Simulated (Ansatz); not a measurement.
Trial structure of InAs3, not yet relaxed:

```
In As
1.0
     3.62833    0.00000    0.00000
     0.00000    3.62833    0.00000
     0.00000    0.00000    9.48714
In As
1 3
Direct
  0.00000 0.00000 0.00000
  0.50000 0.50000 0.76217
  0.00000 0.00000 0.50000
  0.50000 0.50000 0.23783
```

All numbers below come from DFT PBE, scalar-relativistic, plane waves, PAW (Ansatz). Settings: cutoff 420 eV, Γ-centred mesh 6×6×2 on the computed 4-atom cell, Gaussian smearing of 0.10 eV; no spin polarisation.

Formation energies are uncorrected and refer to the elements' standard structures at the same level.

Problem. How far from equilibrium is it?

Solution. The pressure is -10.2 GPa (the mean over three directions, positive in compression), the largest force is 0.37 eV/Å, and the energy is +0.94 eV/atom against the elements. The shortest distance is 3.42 Å.

Problem. Is it a good guess?

Solution. A rough one: relaxing gains about 0.67 eV/atom (the start's value is from the coarse mesh, so the gain is rough) in 31 ionic steps and ends at +0.27 eV/atom on the finer mesh. The symmetry stays P4/mmm (No. 123). The volume per atom shrinks by 28.0 %, from 31.2 to 22.5 Å³. The shortest distance goes from 3.42 Å (In–As) to 2.56 Å (As–As). The ratio c/a of the conventional cell changes by a factor of 0.69. Conventional cell: a = 3.688 Å, c = 6.615 Å. In is surrounded by 10 As at 3.30–3.31 Å and 4 In at 3.69 Å; As on a site of symmetry 4mm has 1 As at 2.56 Å, 4 As at 2.90 Å and 4 In at 3.30 Å; As on a site of symmetry 4/mmm is surrounded by 8 As at 2.90 Å, 2 In at 3.31 Å and 4 As at 3.69 Å.

The last run used a 12×12×8 mesh (in the run's order of axes) for its 4-atom cell and Gaussian smearing of 0.10 eV. The reference form of As is held partly by dispersion forces, which this level lacks. The relaxation can't lower the symmetry of the start, and the grade says only how near the guess is to its own end. Symmetry constrained the relaxation, so the result can be a saddle point. Another cell of InAs3 relaxed alike, in Im-3m, lies 204 meV/atom lower, so this cell isn't the stable form at this level.
